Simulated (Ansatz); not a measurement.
# What settings do to one calculation: chalcopyrite alloy of ZnGeP2 and ZnSnP2 (4 of 8 Ge sites exchanged), 32 atoms with displaced atoms

Ansatz (PAW, plane waves), atoms fixed. The base input:

```yaml
crystal:
  lattice:
    - [11.022312, -0.000154, -0.000039]
    - [-0.000077, 5.511156, -0.000020]
    - [-0.000039, -0.000039, 10.960398]
  atoms:
    - { symbol: Zn, position: [0.006604, 0.003529, 0.001868] }
    - { symbol: Zn, position: [0.494467, 0.977040, 0.986418] }
    - { symbol: Zn, position: [0.996345, 0.505791, 0.259133] }
    - { symbol: Zn, position: [0.500700, 0.530065, 0.242166] }
    - { symbol: Zn, position: [0.242515, 0.005187, 0.762784] }
    - { symbol: Zn, position: [0.752523, 0.971280, 0.754620] }
    - { symbol: Zn, position: [0.248475, 0.486178, 0.491169] }
    - { symbol: Zn, position: [0.750659, 0.492149, 0.497930] }
    - { symbol: Sn, position: [0.003902, 0.010503, 0.501276] }
    - { symbol: Sn, position: [0.762995, 0.503950, 0.005846] }
    - { symbol: Sn, position: [0.993657, 0.488828, 0.743316] }
    - { symbol: Sn, position: [0.494833, 0.514976, 0.746705] }
    - { symbol: Ge, position: [0.501422, 0.995947, 0.498488] }
    - { symbol: Ge, position: [0.247442, 0.994671, 0.254428] }
    - { symbol: Ge, position: [0.744915, 0.991370, 0.252118] }
    - { symbol: Ge, position: [0.235824, 0.503239, 0.004087] }
    - { symbol: P, position: [0.112560, 0.249888, 0.126421] }
    - { symbol: P, position: [0.630166, 0.254480, 0.120017] }
    - { symbol: P, position: [0.129140, 0.251132, 0.624852] }
    - { symbol: P, position: [0.625119, 0.254221, 0.625012] }
    - { symbol: P, position: [0.385386, 0.741162, 0.122739] }
    - { symbol: P, position: [0.880664, 0.752432, 0.119364] }
    - { symbol: P, position: [0.369273, 0.252634, 0.356778] }
    - { symbol: P, position: [0.883058, 0.263681, 0.371378] }
    - { symbol: P, position: [0.132041, 0.754546, 0.367606] }
    - { symbol: P, position: [0.627779, 0.734832, 0.370023] }
    - { symbol: P, position: [0.123931, 0.750162, 0.888191] }
    - { symbol: P, position: [0.620874, 0.781063, 0.876606] }
    - { symbol: P, position: [0.375974, 0.750789, 0.620545] }
    - { symbol: P, position: [0.867497, 0.741866, 0.623473] }
    - { symbol: P, position: [0.378974, 0.218834, 0.876759] }
    - { symbol: P, position: [0.875287, 0.240992, 0.874922] }
  symmetry: { detect: false }
kpoints:
  mp_grid: { grid: [1, 1, 1], shift: [0.25, 0.25, 0.25] }
hamiltonian:
  xc: pbesol
scf:
  occupations: { method: fermi_dirac, width: 0.01 }
output:
  forces: true
  eigenvalues: true
  stress: true
  populations: true
  eigenstates: { kpoints: [[0.25, 0.25, 0.25]], e_range: [-6.0, 6.0], localisation: true }
```

Command:

```sh
ansatz run in.yaml --threads 2 --pin off --max-ram 19000MiB --runs-dir r --events-out ev --progress --plain
```

It converged in 9 iterations and 24 s of wall time on 2 threads of an EPYC 7R13 processor, on a host shared with other runs; peak host memory 1.3 GiB; largest force component 2.70 eV/Å, pressure 2.72 GPa. The cutoff was the default, 420 eV. The base isn't a converged reference: it has few k points, and its atoms are unrelaxed. Each run below changes the keys shown and caps the iterations.

```tsv
run	changed	ending	iterations	free energy less the base (meV per atom)	rms change of forces (eV/Å)	change of pressure (GPa)	wall time (s, shared host)
1	xc_grid 2 (2 is the default), xc pbe, max_iter 60	converged	9	other zero	0.061	3.18	14 CPU
2	initial_magnetization 1, max_iter 90	converged	17	0.0	0.000	0.00	38 CPU
3	ecutrho_ratio 3, max_iter 14, xc r2scan	converged	11	other zero	0.120	1.03	28 CPU
4	xc_grid 3 (2 is the default), accuracy low, max_iter 80	converged	10	0.0	0.000	0.00	11 CPU
5	ecutwfc 180 eV, max_iter 50	converged	11	7077.9	0.308	0.26	4.9 CPU
6	max_iter 14, total_charge 1	converged	10	other zero	0.148	0.13	14 CPU
```

«Other zero»: another functional, charge or dispersion term moves the zero of energy, so the difference says nothing of accuracy.

Which changes leave the result alone, and which of the same physical model moves the forces most?

The forces move by under 0.002 eV/Å in runs 2, 4. Run 5 (ecutwfc 180 eV, max_iter 50) moves them most among the runs with the same functional, charge and dispersion term, by 0.308 eV/Å.
